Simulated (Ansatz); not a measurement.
Problem. Name crystals whose computed values (DFT-HSE06 in the program Ansatz with PAW potentials) fall in these windows: B₀ by P(V) fit (GPa) 190 to 230; gap (eV) 3.1 to 4.3.

Solution. 

```csv
crystal,B₀ by P(V) fit (GPa),gap (eV)
"KTaO3, cubic perovskite",212,3.58
"SrTiO3, cubic perovskite",193,3.36
"CaTiO3, cubic perovskite",199,3.42
```
Others may fit too.

Standing as an ambient phase not checked: CaTiO3, cubic perovskite. All cells were relaxed under the symmetry of their starts (and spin orders); stability against distortions was not tested throughout. Rows with no word on spin ran without spin polarisation. Spin–orbit coupling is left out wherever it is not named.

Potentials: the later of the program's two PAW sets.
